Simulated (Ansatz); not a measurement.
AgBr:
```cif
data_AgBr
_chemical_formula_sum 'Ag1 Br1'
_space_group_name_H-M_alt 'P 1'
_space_group_IT_number 1
_cell_length_a 3.94837
_cell_length_b 3.94837
_cell_length_c 3.94837
_cell_angle_alpha 60.000
_cell_angle_beta 60.000
_cell_angle_gamma 60.000
loop_
_space_group_symop_operation_xyz
  'x, y, z'
loop_
_atom_site_label
_atom_site_type_symbol
_atom_site_fract_x
_atom_site_fract_y
_atom_site_fract_z
_atom_site_occupancy
Ag1 Ag 0.50000 0.50000 0.50000 1
Br1 Br 0.00000 0.00000 0.00000 1
```

Relaxed with LDA.

Question: Which orbitals make up the states near the band edges in the program Ansatz at the LDA level (PAW)?

Answer: Top 1 eV of the valence band: Br 4p 55 %, Ag 4d 42 %. Bottom 1 eV of the conduction band: Ag 5s 68 %, Br 4s 19 %, Br 4p 11 %. Projections are on Löwdin-orthogonalised atomic valence shells; empty p or d shells of many metals are not among them.

Question: Tabulate the density of states.

Answer: States/eV per cell of 2 atoms, in 0.25 eV bins, energy from the valence-band maximum.

| E (eV) | total | Ag 4d | Br 4p | Ag 5s |
|---|---|---|---|---|
| -6.23 | 0.00 | 0.00 | 0.00 | 0.00 |
| -5.98 | 0.31 | 0.05 | 0.20 | 0.07 |
| -5.73 | 0.96 | 0.16 | 0.60 | 0.18 |
| -5.48 | 2.20 | 0.44 | 1.38 | 0.35 |
| -5.23 | 2.38 | 0.51 | 1.56 | 0.28 |
| -4.98 | 1.48 | 0.28 | 1.07 | 0.10 |
| -4.73 | 5.35 | 2.53 | 2.73 | 0.04 |
| -4.48 | 4.70 | 2.23 | 2.40 | 0.03 |
| -4.23 | 2.86 | 1.43 | 1.37 | 0.02 |
| -3.98 | 2.04 | 1.12 | 0.88 | 0.01 |
| -3.73 | 1.31 | 0.81 | 0.49 | 0.00 |
| -3.48 | 0.47 | 0.34 | 0.13 | 0.00 |
| -3.23 | 2.81 | 2.55 | 0.23 | 0.01 |
| -2.98 | 9.89 | 9.62 | 0.20 | 0.02 |
| -2.73 | 4.20 | 4.00 | 0.16 | 0.02 |
| -2.48 | 7.87 | 6.17 | 1.24 | 0.35 |
| -2.23 | 1.94 | 1.26 | 0.59 | 0.05 |
| -1.98 | 2.43 | 1.24 | 1.10 | 0.04 |
| -1.73 | 1.94 | 0.97 | 0.84 | 0.07 |
| -1.48 | 1.73 | 0.83 | 0.80 | 0.05 |
| -1.23 | 1.56 | 0.71 | 0.77 | 0.04 |
| -0.98 | 1.47 | 0.65 | 0.76 | 0.02 |
| -0.73 | 1.41 | 0.60 | 0.76 | 0.01 |
| -0.48 | 1.33 | 0.56 | 0.74 | 0.01 |
| -0.23 | 1.26 | 0.52 | 0.72 | 0.00 |
| 0.02 | 0.10 | 0.04 | 0.06 | 0.00 |
| 0.27 | 0.00 | 0.00 | 0.00 | 0.00 |
| 0.52 | 0.00 | 0.00 | 0.00 | 0.00 |
| 0.77 | 0.01 | 0.00 | 0.00 | 0.01 |
| 1.02 | 0.02 | 0.00 | 0.00 | 0.01 |
| 1.27 | 0.06 | 0.00 | 0.01 | 0.05 |
| 1.52 | 0.15 | 0.00 | 0.01 | 0.11 |
| 1.77 | 0.20 | 0.00 | 0.02 | 0.15 |
| 2.02 | 0.27 | 0.00 | 0.04 | 0.19 |
| 2.27 | 0.33 | 0.00 | 0.05 | 0.23 |
| 2.52 | 0.40 | 0.00 | 0.07 | 0.26 |
| 2.77 | 0.49 | 0.01 | 0.09 | 0.31 |
| 3.02 | 0.62 | 0.01 | 0.12 | 0.38 |
| 3.27 | 0.87 | 0.02 | 0.18 | 0.50 |
| 3.52 | 1.15 | 0.02 | 0.20 | 0.57 |
| 3.77 | 1.27 | 0.02 | 0.22 | 0.61 |
| 4.02 | 1.15 | 0.01 | 0.17 | 0.46 |
| 4.27 | 0.67 | 0.01 | 0.09 | 0.24 |
| 4.52 | 0.32 | 0.00 | 0.04 | 0.11 |
| 4.77 | 0.01 | 0.00 | 0.00 | 0.00 |
| 5.02 | 0.46 | 0.00 | 0.05 | 0.12 |
| 5.27 | 0.93 | 0.01 | 0.09 | 0.20 |

Space group Fm-3m (rock salt). The cell was relaxed with LDA under the symmetry of its start; phonons on a q-mesh show no instability. The run is not spin-polarised. Scalar-relativistic: spin–orbit coupling is off unless named, which matters more the heavier the elements.

Potentials: the later of the program's two PAW sets.
